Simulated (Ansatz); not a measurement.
ScAl₃ (Cu3Au type, space group No. 221) under volume change, PBE in the plane-wave PAW code Ansatz, scaled uniformly.

| V (Å³/atom) | E − E(relaxed) (meV/atom) | P (GPa) |
|---|---|---|
| 15.739 | 44.4 | 9.91 |
| 16.257 | 18.7 | 6.08 |
| 16.776 | 4.4 | 2.81 |
| 17.295 | 0.0 | 0.00 |
| 17.814 | 4.0 | -2.40 |
| 18.333 | 15.2 | -4.44 |
| 18.852 | 32.4 | -6.18 |

What does a third-order Birch–Murnaghan fit give for V₀, B₀ and B′?

V₀ = 17.30 Å³/atom, B₀ = 86.1 GPa, B′ = 4.2.

Space group Pm-3m (Cu3Au type). Symmetry was held in the PBE relaxation. The run is not spin-polarised.

Potentials: the earlier of the program's two PAW sets.
